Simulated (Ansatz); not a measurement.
The relaxed structure here is a generated cell of Rh: the first start was made by placing the elements on the sites of a structure type, and the end was not matched to a known phase here, so it may be hypothetical. Known forms of Rh include space group No. 225.

A relaxed cell of Rh (I4/mmm (No. 139)), relaxed on a k-mesh at least as fine as the one used below. Calculation: r2SCAN (plane waves to 500 eV, PAW, scalar-relativistic; Ansatz, a first-principles code). Γ-centred k-mesh 16×16×16 on the run's cell (coarser than for final values), Fermi–Dirac smearing 0.05 eV.

```
Rh
1.0
   -3.25487     3.25487     2.65519
    0.00000     0.00000     2.65519
    1.62744     1.62744    -1.32759
Rh
2
Direct
  0.00000   0.00000   0.00000
  0.50000   0.00000   0.00000
```

The atoms are displaced along an unstable phonon of this cell by (Å):

```csv
atom,ux,uy,uz
Rh1,-0.106,-0.106,0.000
Rh2,0.106,0.106,0.000
```

What forces (eV/Å) and pressure result?


```json
[
 {"atom": "Rh1", "Fx": "-0.35", "Fy": "-0.35", "Fz": "0.00"},
 {"atom": "Rh2", "Fx": "0.35", "Fy": "0.35", "Fz": "0.00"}
]
```

Pressure -1.2 GPa.

Estimate the energy cost of the displacement in the harmonic approximation and compare with the calculation.

For a harmonic well ΔE = −½ Σ F·u = -0.075 eV a cell, or -37 meV/atom. The calculated energy relative to the undisplaced cell is -0.04 eV/atom, so the harmonic estimate holds well.

The undisplaced cell is probably no minimum: from this displacement the run went on to P6₃/mmc (No. 194), 0.17 eV/atom below it.

No spin polarisation in the result.
